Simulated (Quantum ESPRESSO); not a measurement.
pw.x input (Quantum ESPRESSO 7.5; PBE, PseudoDojo stringent norm-conserving files, scalar-relativistic):

```
&CONTROL
  calculation = 'scf'
  pseudo_dir = './pseudo'
  outdir = './out'
  tprnfor = .true.
  tstress = .true.
/
&SYSTEM
  ibrav = 0
  nat = 6
  ntyp = 2
  ecutwfc = 124.0
  ecutrho = 496.0
  occupations = 'smearing'
  smearing = 'fd'
  degauss = 0.002
  nbnd = 40
/
&ELECTRONS
  conv_thr = 6e-10
/
ATOMIC_SPECIES
O 15.9990 O.upf
Ge 72.6300 Ge.upf
CELL_PARAMETERS angstrom
  4.423013886000   0.000000000000   0.000000000000
  0.000000000000   4.423013886000   0.000000000000
  0.000000000000   0.000000000000   2.883534622000
ATOMIC_POSITIONS crystal
O   0.693657702600   0.693657702600   0.000000000000
O   0.306342297400   0.306342297400   0.000000000000
O   0.806342297400   0.193657702600   0.500000000000
O   0.193657702600   0.806342297400   0.500000000000
Ge   0.500000000000   0.500000000000   0.500000000000
Ge   0.000000000000   0.000000000000   0.000000000000
K_POINTS automatic
6 6 10 0 0 0
```

End of the output:

```

[...]
     the Fermi energy is    12.5842 ev
!    total energy              =   -1251.29447078 Ry
     estimated scf accuracy    <          1.6E-11 Ry
     smearing contrib. (-TS)   =      -0.00000000 Ry
     internal energy E=F+TS    =   -1251.29447078 Ry
     The total energy is F=E-TS. E is the sum of the following terms:
     one-electron contribution =    -947.59637749 Ry
     hartree contribution      =     484.55132940 Ry
     xc contribution           =    -144.53860058 Ry
     ewald contribution        =    -643.71082210 Ry
     convergence has been achieved in  10 iterations
     Forces acting on atoms (cartesian axes, Ry/au):
     atom    1 type  1   force =     0.00176050    0.00176050    0.00000000
     atom    2 type  1   force =    -0.00176050   -0.00176050    0.00000000
     atom    3 type  1   force =    -0.00176050    0.00176050    0.00000000
     atom    4 type  1   force =     0.00176050   -0.00176050    0.00000000
     atom    5 type  2   force =     0.00000000    0.00000000   -0.00000000
     atom    6 type  2   force =     0.00000000    0.00000000    0.00000000
     Total force =     0.004979     Total SCF correction =     0.000001
     Computing stress (Cartesian axis) and pressure
          total   stress  (Ry/bohr**3)                   (kbar)     P=       70.64
   0.00046452   0.00000000   0.00000000           68.33        0.00        0.00
   0.00000000   0.00046452   0.00000000            0.00       68.33        0.00
   0.00000000   0.00000000   0.00051153            0.00        0.00       75.25
```
In a gapped system the printed Fermi energy is only some level inside the gap.

Spin-orbit coupling is not included.

Geometry relaxed with PBEsol.
